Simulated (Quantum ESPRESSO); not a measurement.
Band energies of AgCl

```
AgCl
1.0
    1.84713    -5.43262     0.00000
    1.84713     5.43262     0.00000
    0.00000     0.00000     3.84499
Cl Ag
2 2
Direct
  0.86452   0.13548   0.25000
  0.13548   0.86452   0.75000
  0.39864   0.60136   0.75000
  0.60136   0.39864   0.25000
```

norm-conserving PBEsol (Quantum ESPRESSO, 82 Ry, scalar-relativistic); path ΓXSRAZΓYX1A1TY,ZT; energies in eV from the valence-band maximum.

```csv
k (1/Å),point,band 22,band 23,band 24,band 25,band 26,band 27,band 28,band 29
0.00,Γ,-2.47,-2.33,-1.93,-1.69,-1.53,0.34,3.01,7.81
0.71,,-2.08,-1.55,-1.08,-0.32,-0.08,3.09,4.59,5.03
0.95,X,-2.13,-1.30,-0.80,-0.12,-0.07,2.60,5.48,5.75
1.25,S,-2.10,-1.40,-1.13,-0.09,-0.02,2.91,5.08,5.56
1.49,,-2.11,-1.48,-1.33,-0.51,-0.29,3.05,4.73,6.22
2.07,R,-2.26,-2.18,-2.18,-1.58,-1.58,2.73,2.73,7.16
2.38,A,-2.31,-2.03,-2.03,-1.44,-1.44,2.87,2.87,6.93
3.01,,-2.39,-1.75,-1.75,-0.59,-0.59,3.82,3.82,7.21
3.33,Z,-2.48,-1.37,-1.37,-0.12,-0.12,4.33,4.33,6.59
3.63,,-2.42,-1.55,-1.47,-0.67,-0.61,2.66,4.99,6.24
4.14,Γ,-2.47,-2.33,-1.93,-1.69,-1.53,0.34,3.01,7.81
4.37,,-2.58,-2.45,-1.61,-1.60,-1.60,0.89,3.15,7.39
4.72,Y,-2.62,-2.09,-1.74,-1.73,-1.48,2.03,3.73,6.15
5.00,,-2.30,-1.75,-1.71,-1.15,-0.92,2.36,4.18,6.12
5.47,X1,-2.13,-1.30,-0.80,-0.12,-0.07,2.60,5.48,5.75
5.65,,-2.17,-1.42,-0.87,-0.39,-0.23,2.81,5.46,5.80
6.20,,-2.30,-2.09,-1.97,-1.50,-1.28,2.92,2.92,6.50
6.29,A1,-2.31,-2.03,-2.03,-1.44,-1.44,2.87,2.87,6.93
6.76,,-2.06,-0.91,-0.91,-0.75,-0.75,4.03,4.03,5.76
7.04,T,-1.98,-0.83,-0.83,-0.16,-0.16,3.40,3.40,7.01
7.37,,-1.89,-1.26,-0.88,-0.76,-0.66,2.70,4.65,6.04
7.86,Y,-2.62,-2.09,-1.74,-1.73,-1.48,2.03,3.73,6.15
7.86,Z,-2.48,-1.37,-1.37,-0.12,-0.12,4.33,4.33,6.59
8.44,T,-1.98,-0.83,-0.83,-0.16,-0.16,3.40,3.40,7.01
```

The PBEsol gap is indirect, 0.34 eV, from 87 % of the way from Γ to X to Γ; the smallest direct gap is 1.87 eV. Another valence extremum on the path lies within 0.02 eV, too close to call.

Spin-orbit splittings are left out.

Geometry relaxed with PBEsol.

This is not the ordinary phase of the substance; no match was found in the copy of COD used, and its stability was not checked.

Letters of k points follow the standard setting of the lattice, whose axes may be ordered differently from the printed cell.
